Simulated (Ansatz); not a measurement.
Given:

PbS:
```cif
data_Pb4S4
_chemical_formula_sum 'S4 Pb4'
_space_group_name_H-M_alt 'Fm-3m'
_space_group_IT_number 225
_space_group_name_Hall '-F 4 2 3'
_cell_length_a 5.97435
_cell_length_b 5.97435
_cell_length_c 5.97435
_cell_angle_alpha 90.000
_cell_angle_beta 90.000
_cell_angle_gamma 90.000
loop_
_atom_site_label
_atom_site_type_symbol
_atom_site_symmetry_multiplicity
_atom_site_Wyckoff_symbol
_atom_site_fract_x
_atom_site_fract_y
_atom_site_fract_z
_atom_site_occupancy
S1 S 4 a 0.00000 0.00000 0.00000 1
Pb1 Pb 4 b 0.50000 0.50000 0.50000 1
```
(The calculation used a cell of 2 atoms; values per cell refer to that cell.)

This is the r²SCAN-relaxed structure.

All from r²SCAN (plane waves, PAW; program Ansatz), unless another level is named. Give the Hill bulk and shear moduli.

57.9 and 32.3 GPa.

What about the elastic constants (relaxed ions, GPa)?

C11 = 138, C12 = 17.6, C44 = 20.6.

Symmetry was held in the r²SCAN relaxation; of distortions, only those at the zone centre were tested. Scalar-relativistic: spin–orbit coupling is off unless named, which matters more the heavier the elements.

Potentials: the later of the program's two PAW sets.
